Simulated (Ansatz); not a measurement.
A geometry of ScF$_{3}$ away from equilibrium: the start of the relaxation of a generated cell, ScF3 built in the AFLOW prototype AB3_hP8_182_c_g (as in Fe3C). Level of theory: PBE (plane waves to 420 eV, PAW, scalar-relativistic; Ansatz, a first-principles code). Γ-centred k-mesh 5×5×5 on the run's cell (coarser than for final values), Fermi–Dirac smearing 0.05 eV.

```xyz
8
Lattice="5.5941 0.0000 0.0000 -2.7970 4.8446 0.0000 0.0000 0.0000 4.8499" Properties=species:S:1:pos:R:3 pbc="T T T"
F      1.8176     0.0000     0.0000
F      0.9088     1.5741     2.4249
F     -0.9088     1.5741     0.0000
F      3.7765     0.0000     2.4249
F      1.8883     3.2706     0.0000
F     -1.8883     3.2706     2.4249
Sc     0.0000     3.2297     1.2125
Sc     2.7970     1.6149     3.6374
```

**Question.** Give the Cartesian forces on all atoms (eV/Å).

**Answer.** 
| atom | Fx | Fy | Fz |
|---|---|---|---|
| F1 | 1.81 | 0.00 | 0.00 |
| F2 | 0.91 | 1.57 | 0.00 |
| F3 | -0.91 | 1.57 | 0.00 |
| F4 | -1.81 | 0.00 | 0.00 |
| F5 | -0.91 | -1.57 | 0.00 |
| F6 | 0.91 | -1.57 | 0.00 |
| Sc7 | 0.00 | 0.00 | 0.00 |
| Sc8 | 0.00 | 0.00 | 0.00 |

**Question.** What is the pressure?

**Answer.** -17.2 GPa, compression positive.

**Question.** How much energy per atom can still be gained by relaxing?

**Answer.** 0.34 eV/atom; the path ends in P6₃22 (No. 182) (AFLOW prototype AB3_hP8_182_c_g (as in Fe3C)).

No spin polarisation in the result.

The run could not lose the symmetry of its start: the end is stationary, and may be a saddle point rather than a minimum.

The end of the path is a generated cell of ScF3: the first start was made by placing the elements on the sites of a structure type, and the end was not matched to a known phase here, so it may be hypothetical.
